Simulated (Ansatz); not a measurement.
# Thermal properties of CrSi6Mo2 from its phonons

The calculation used DFT PBE, scalar-relativistic, plane waves, PAW in Ansatz 0.2.0. Cutoff 420 eV, 10×10×6 k-points (Γ-centred), Gaussian smearing of 0.01 eV. No spin polarisation. Phonons by linear response, acoustic sum rule imposed.

The cell, relaxed at this level:
```yaml
crystal:
  lattice:
    - [2.26898, -3.96651, 0.00000]
    - [2.26898, 3.96651, 0.00000]
    - [0.00000, 0.00000, 6.52384]
  atoms:
    - { symbol: Cr, position: [0.50000, 0.50000, 0.50000] }
    - { symbol: Si, position: [0.16942, 0.33111, 0.17227] }
    - { symbol: Si, position: [0.83790, 0.16210, 0.50000] }
    - { symbol: Si, position: [0.33111, 0.16942, 0.82773] }
    - { symbol: Si, position: [0.83058, 0.66889, 0.17227] }
    - { symbol: Si, position: [0.16210, 0.83790, 0.50000] }
    - { symbol: Si, position: [0.66889, 0.83058, 0.82773] }
    - { symbol: Mo, position: [0.00000, 0.50000, 0.83167] }
    - { symbol: Mo, position: [0.50000, 0.00000, 0.16833] }
```

The cell was found from a structure generator's guess, not taken from experiment. Some empty bands missed the eigensolver's threshold. The q mesh is coarse, so values between its points are rough.

Force constants from linear response on a 2×2×1 q mesh, interpolated to a fine mesh.

**Question.** How much zero-point energy does an atom carry?

**Answer.** 53.5 meV.

**Question.** How large are the vibrational entropy and heat capacity at 300 K?

**Answer.** S = 2.44 k_B and C_V = 2.54 k_B per atom, 85 % of the Dulong–Petit value.

**Question.** Tabulate them against temperature.

**Answer.**
```tsv
T (K)	F_vib (meV/atom)	S (k_B/atom)	C_V (k_B/atom)
100	52.6	0.41	0.97
200	44.5	1.49	2.11
300	27.4	2.44	2.54
400	3.0	3.20	2.73
500	-27.3	3.82	2.82
600	-62.5	4.34	2.87
700	-101.9	4.78	2.91
800	-144.8	5.17	2.93
900	-190.9	5.52	2.94
1000	-239.9	5.83	2.95
```
